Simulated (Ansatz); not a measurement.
ZrS:
```
CELL_PARAMETERS angstrom
      0.00000     2.61214     2.61214
      2.61214     0.00000     2.61214
      2.61214     2.61214     0.00000
ATOMIC_POSITIONS crystal
  Zr 0.00000 0.00000 0.00000
  S  0.50000 0.50000 0.50000
```

Relaxed with r²SCAN. Special points in fractions of this cell's reciprocal vectors: Γ (0.000, 0.000, 0.000); X (0.500, 0.000, 0.500); U (0.625, 0.250, 0.625); K (0.375, 0.375, 0.750); L (0.500, 0.500, 0.500); W (0.500, 0.250, 0.750).

Problem. List the band energies nearest the Fermi level at these points for r²SCAN in the plane-wave PAW code Ansatz.

Solution. In eV from the Fermi level; about four levels below and three above (degenerate sets whole), none deeper than 8.9 eV; … stands for higher levels left out; points with the same levels are listed once.

```json
[
 {"k": "Γ", "below": "-1.47 -1.47 -1.47 -0.72 -0.72", "above": "2.45 7.69 …"},
 {"k": "X", "below": "-6.80 -4.97 -4.97 -3.61", "above": "0.52 2.42 2.42"},
 {"k": "U", "below": "-6.82 -6.66 -5.81 -1.56", "above": "1.81 2.04 2.62 2.63"},
 {"k": "L", "below": "-8.59 -6.50 -6.50", "above": "1.52 1.52 1.88"},
 {"k": "W", "below": "-6.43 -6.43 -0.01 -0.01", "above": "1.94 2.44 2.52"}
]
```

Space group Fm-3m (rock salt). The workflow started from an entry of the Crystallography Open Database (COD), which files this formula under 2 space groups. Its standing as an ambient phase is unchecked. Symmetry was held in the r²SCAN relaxation; its stability against distortions is not shown here. No spin polarisation was allowed. Spin–orbit coupling is left out wherever it is not named.

Potentials: the later of the program's two PAW sets.
